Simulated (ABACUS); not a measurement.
ABACUS run on Au (Fm-3m, 1 atom in the cell; from Materials Project mp-81, changed as shown): self-consistent single point.

Level of theory: PBE, PseudoDojo 0.5 standard norm-conserving PBE (tails mended) pseudopotentials (plane waves; ABACUS).

The change in words: volume scaled by 1.01. Reference geometry (Fm-3m):
```xyz
1
Lattice="0.0000 2.0856 2.0856 2.0856 0.0000 2.0856 2.0856 2.0856 0.0000" Properties=species:S:1:pos:R:3 pbc="T T T"
Au     0.0000     0.0000     0.0000
```

Reference input (self-consistent single point, DFT, PBE, plane waves, PseudoDojo 0.5 standard norm-conserving PBE (tails mended) pseudopotentials): KPT = MP 11 11 11 0 0 0; basis_type = pw; ecutwfc = 76 Ry; smearing_method = fd; smearing_sigma = 0.00734986 Ry; potentials = PseudoDojo 0.5 standard norm-conserving PBE (tails mended); symmetry = 1; symmetry_prec = 1e-05; ks_solver = cg; scf_nmax = 100; scf_thr = 1.0e-09 Ry; mixing_type = pulay. This run's input differs from it in these lines:

```diff
@@ -23,8 +23,8 @@
 LATTICE_CONSTANT
-5.573837
+5.592354
 
 LATTICE_VECTORS
-   0.0000000000    0.7071067638    0.7071067638
-   0.7071067638    0.0000000000    0.7071067638
-   0.7071067638    0.7071067638    0.0000000000
+   0.0000000000    0.7071068383    0.7071068383
+   0.7071068383    0.0000000000    0.7071068383
+   0.7071068383    0.7071068383    0.0000000000
```

The program printed (abridged):

```
 SELF-CONSISTENT
 -------------------------------------------
                                 init_chg = atomic

 PW ALGORITHM --------------- ION=   1  ELEC=   1--------------------------------
 Notice: Threshold on eigenvalues was too large.

 Density error is 0.0575812459065
                          Error Threshold = 0.000166779644189
 E_KohnSham     -296.3813849265      -4032.4756161321
 E_Fermi        1.4238133259         19.3719741207

 PW ALGORITHM --------------- ION=   1  ELEC=   2--------------------------------

 Density error is 0.0109177583025
                          Error Threshold = 0.000303059188982
   [... lines left out ...]

 Density error is 2.12378533238e-09
                          Error Threshold = 7.68754196596e-11
 E_KohnSham     -296.3995476830      -4032.7227331119
 E_Fermi        1.3847174222         18.8400470613

 PW ALGORITHM --------------- ION=   1  ELEC=  18--------------------------------

 Density error is 6.03614663786e-10
                          Error Threshold = 1.11778175388e-11
 E_KohnSham     -296.3995476836      -4032.7227331202
 E_KS(sigma->0) -296.3992955783      -4032.7193030518
 E_entropy(-TS) -0.0005042106        -0.0068601368
 E_Fermi        1.3847257499         18.8401603658
 charge density convergence is achieved
 final etot is -4032.7227331 eV
 EFERMI = 18.840160366 eV

 STATE ENERGY(eV) AND OCCUPATIONS    NSPIN == 1
   [... 17 lines left out ...]

 TOTAL-FORCE (eV/Angstrom)
                       Au1         0.0000000000         0.0000000000         0.0000000000

 TOTAL-STRESS (KBAR)
       -30.4013056193         0.0000000000        -0.0000000000
         0.0000000000       -30.4013056193        -0.0000000000
         0.0000000000        -0.0000000000       -30.4013056193
 TOTAL-PRESSURE: -30.401306 KBAR

 --------------------------------------------
 !FINAL_ETOT_IS -4032.7227331201743254 eV
 --------------------------------------------
```

The run converged in 18 iterations. Against the reference run the free energy rises by 2.7 meV/atom and the pressure goes from -1.75 to -3.04 GPa.

The structure comes from a collection of computed structures, made at another level of theory; the collection holds predicted forms beside known ones. No clean gap shows at this smearing width and mesh (spacing up to 0.24 Å⁻¹); the mesh is coarse for partly filled bands, so the values carry mesh errors.

Cost on one core: around 50 core-seconds (rough).

“Tails mended”: in these copies of the files the far tail of each local potential was reset to the Coulomb form.
